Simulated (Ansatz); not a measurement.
AlP:
```
CELL_PARAMETERS angstrom
      3.82111     0.00000     0.00000
     -1.91056     3.30918     0.00000
      0.00000     0.00000     8.63307
ATOMIC_POSITIONS crystal
  Al 0.00000 0.49982 0.66667
  Al 0.50018 0.50018 0.00000
  Al 0.49982 0.00000 0.33333
  P  0.00000 0.49988 0.16667
  P  0.50012 0.50012 0.50000
  P  0.49988 0.00000 0.83333
```

Relaxed with PBEsol. Special points in fractions of this cell's reciprocal vectors: Γ (0.000, 0.000, 0.000); M (0.500, 0.000, 0.000); K (0.333, 0.333, 0.000); A (0.000, 0.000, 0.500); L (0.500, 0.000, 0.500); H (0.333, 0.333, 0.500).

List the band energies nearest the valence-band maximum at these points for DFT-PBEsol in the program Ansatz with PAW potentials.

In eV from the valence-band maximum; about four levels below and three above (degenerate sets whole), none deeper than 8.9 eV; points with the same levels are listed once.

| k | below | above |
|---|---|---|
| Γ | -0.36 -0.36 -0.04 0.00 | 2.04 2.04 2.18 |
| M | -2.49 -1.89 -1.66 -1.60 | 0.84 1.34 1.54 |
| K | -3.72 -3.72 -2.21 -1.62 -1.62 | 1.16 2.44 2.44 |
| A | -0.57 -0.41 -0.18 -0.18 | 1.80 2.79 2.79 |
| L | -2.39 -1.97 -1.85 -1.38 | 1.46 2.02 2.22 |
| H | -3.52 -3.52 -2.35 -1.39 | 2.39 3.56 3.56 |

Space group P6_422. The start of the workflow was typed in or built on a structure type; neither database checked (COD, Materials Project) lists it. It is not the phase usual at ambient conditions (space group No. 216). The PBEsol relaxation kept the symmetry of its start; of distortions, only those at the zone centre were tested. Point labels and valley counts follow the cell and symmetry of the run, lower than the named group.

Potentials: the later of the program's two PAW sets.
